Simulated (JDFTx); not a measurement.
System: C2H5N (SMILES C=NC), charge 0, multiplicity 1; geometry: optimised with GFN2-xTB in vacuum (no frequencies checked; largest PBE force component 1.1 eV/Å). Coordinates in Å:
```xyz
8

C     -1.352     0.211     0.000
N     -0.093     0.885     0.000
C      0.975     0.235     0.000
H     -1.908     0.536     0.880
H     -1.908     0.536    -0.880
H     -1.268    -0.885     0.000
H      1.035    -0.861     0.000
H      1.908     0.777     0.000
```

All numbers are PBE, GBRV ultrasoft potentials, plane waves to 20/100 Ha results from JDFTx (a modified build), not measurements. Liquid: CANDLE, water, 2 M NaF. The liquid run sits in a periodic box with 4.5 Å from the outermost atoms to the faces; the vacuum run is isolated. The box matters at about 0.01 eV. ΔG_solv is the difference of the two single-point energies, liquid minus vacuum; no corrections are added.

```yaml
solvation_energy: -3.0 kcal/mol
"part: cavitation term of the fluid": 8.9 kcal/mol
"part: dispersion term of the fluid": -8.1 kcal/mol
"part: electrostatic term of the fluid": -5.5 kcal/mol
"part: distortion of the solute's electrons": 1.6 kcal/mol
dipole_moment_in_vacuum: 1.33 D
dipole_moment_in_the_liquid: 2.15 D
"highest occupied level in vacuum (zero: vacuum level)": -5.79 eV
"highest occupied level in the liquid (zero: bulk electrolyte)": -5.97 eV
volume of the model's cavity: 185.2 Å³
rough_cost_vacuum_and_liquid_run: 90 s and 90 s of core time
```
